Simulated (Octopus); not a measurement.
# SnO (P4/nmm, No. 129): Octopus summary

SnO (P4/nmm, No. 129):
```
CELL_PARAMETERS angstrom
      3.81370     0.00000     0.00000
      0.00000     3.81370     0.00000
      0.00000     0.00000     4.88691
ATOMIC_POSITIONS crystal
  Sn 0.00000 0.50000 0.23537
  Sn 0.50000 0.00000 0.76463
  O  0.50000 0.50000 0.00000
  O  0.00000 0.00000 0.00000
```
The cell is a database entry, not relaxed again. Its spacing of the layers comes from a density-functional relaxation and may be several per cent too wide, which shifts gaps by tenths of an eV.

All numbers are Octopus results at the level LDA (grid spacing about 0.16 Å, Γ-centred 6×6×4 k-mesh, Fermi-Dirac smearing of 0.03 eV, no spin polarisation; Troullier-Martins for O / valence-only HGH without core correction for Sn), not measurements. Spin-orbit coupling is left out.

Task: What band gap does LDA give on the standard high-symmetry path?

Result: 0.21 eV, from between M and Γ to M; smallest direct gap on the path 2.00 eV. A grid finer by a fifth moves the gap between mesh points by under 0.01 eV.
